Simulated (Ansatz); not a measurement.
**Profile along the N–W line in W3N4 (space group Pm-3m)**

W₃N₄ (space group Pm-3m)

```
W3N4
1.0
    4.15584     0.00000     0.00000
    0.00000     4.15584     0.00000
    0.00000     0.00000     4.15584
N W
4 3
Cartesian
  2.07792   2.07792   2.07792
  2.07792   0.00000   0.00000
  0.00000   2.07792   0.00000
  0.00000   0.00000   2.07792
  2.07792   2.07792   0.00000
  0.00000   2.07792   2.07792
  2.07792   0.00000   2.07792
```

Fields along a shortest N–W line of a {100} plane (2.08 Å), from N to W, interpolated on the slice's grid (step about 0.1 Å). Level of theory: LDA (plane waves to 420 eV, PAW, scalar-relativistic; Ansatz, a first-principles code). k mesh 11×11×11. These are valence fields of a PAW run, semicore shells included where kept as valence: close to a nucleus they are smooth pseudo fields. Spin-orbit coupling is left out, though W is heavy. W3N4 is run without spin polarisation. W3N4 was relaxed with its symmetry unable to fall.

```tsv
distance from N (Å)	valence electron density (e/Å³)	electron localisation function
0.00	3.59	x
0.21	3.68	x
0.42	2.94	0.65
0.62	1.62	0.79
0.83	0.90	0.57
1.04	0.74	0.19
1.25	1.44	0.33
1.46	3.40	0.65
1.66	5.23	0.59
1.87	4.64	x
2.08	3.54	x
```

x: too close to a nucleus for the ELF to mean much.

Density on the N–W line (2.08 Å) at its density minimum, 1.0 Å from N: 0.72 e/Å³. ELF at that point: 0.2.
